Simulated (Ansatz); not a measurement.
Given:

PbSe (zinc blende, space group No. 216), a = b = c = 6.900 Å, α = β = γ = 90.00°; the cell used has 2 atoms.

This is the PBE-relaxed structure.

Problem. All from PBE (plane waves, PAW; program Ansatz), unless another level is named. Predict the HSE06 gap on the PBE cell.

Solution. 1.12 eV.

Problem. And the weight of the conduction-edge state by species (Voronoi cells)?

Solution. Pb 73 %, Se 27 %.

Problem. Predict the Z2 indices of the occupied bands with spin–orbit coupling.

Solution. 0;(000).

Space group F-43m (zinc blende). A made-up cell: these elements were put on the sites of a structure type; neither database checked (COD, Materials Project) lists it. It is not the phase usual at ambient conditions (space group No. 225). The cell was relaxed with PBE under the symmetry of its start. At this level the phase is mechanically unstable. Spin–orbit coupling is left out wherever it is not named.

Potentials: the later of the program's two PAW sets.
